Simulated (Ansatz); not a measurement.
Al₂Cu in space group I4/mcm (No. 140; Al on 8h, Cu on 4a) at seven volumes, r²SCAN (plane waves, PAW; program Ansatz), shape and atoms relaxed at each. One row is withheld.

```
V (Å³/atom)  P (GPa)
-----------  -------
13.102             ?
13.534          8.14
13.966          3.74
14.398          0.01
14.830         -3.15
15.262         -5.80
15.694         -8.05
```

Fit the shown pressures and predict the withheld one.

P = (3/2)B₀(x^(7/2) − x^(5/2))[1 + (3/4)(B′ − 4)(x − 1)] with x = (V₀/V)^(2/3). Least squares on the six rows gives V₀ = 14.399 Å³/atom, B₀ = 114 GPa, B′ = 4.61. At V = 13.102, x = 1.0650 and P = 13.39 GPa. The run itself gave 13.32 GPa.

The r²SCAN relaxation kept the symmetry of its start; of distortions, only those at the zone centre were tested. The run is not spin-polarised.

Potentials: the later of the program's two PAW sets.
